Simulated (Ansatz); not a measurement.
Problem. Volume from PBE minus that from r²SCAN (% of the latter), each on its own relaxed cell (Ansatz, a program for electronic structure, plane waves, PAW; no spin–orbit coupling, no Hubbard U), over 13 phases of the class «phosphides, arsenides and antimonides»: what sign and size do you expect?

Solution. Mean 2.8 %, median 3.5 %, mean absolute 2.8 %; eight in ten lie between 0.9 and 4.0 %, and 100 % are above zero.

Some cases that may be named, with their rank among the 13 from the lowest: BP, zinc blende 0.8 % (rank 1); NbAs, I4_1md (Nb on 4a, As on 4a) 0.8 % (rank 2); AlGaAs2, P-4m2 (Pearson symbol tP8) 3.5 % (rank 7); Cu3Sb, P6/mmm (Sb on 1a, Cu on 1b, Cu on 2c) 3.6 % (rank 8); GaSb, zinc blende 4.1 % (rank 12); GaAs, zinc blende 4.3 % (rank 13).

The phases are those computed here (of each formula those with measured values and the lowest at some level), not a balanced benchmark, and neither functional is the truth. Pairs that end in unlike spin orders or unlike minima (c/a over 6 % apart, 30 % for weakly bound crystals), magnets with 4f shells, solids of gases and phases set aside for tests are left out.

Typed or built starts, not in the databases checked: AlGaAs2, P-4m2 (Pearson symbol tP8); Cu3Sb, P6/mmm (Sb on 1a, Cu on 1b, Cu on 2c). All cells were relaxed under the symmetry of their starts (and spin orders); stability against distortions was not tested throughout. Named crystals with no word on spin ran without spin polarisation. Scalar-relativistic: spin–orbit coupling is off unless named, which matters more the heavier the elements.

Potentials: the earlier of the program's two PAW sets.

Ansatz is a plane-wave DFT program.
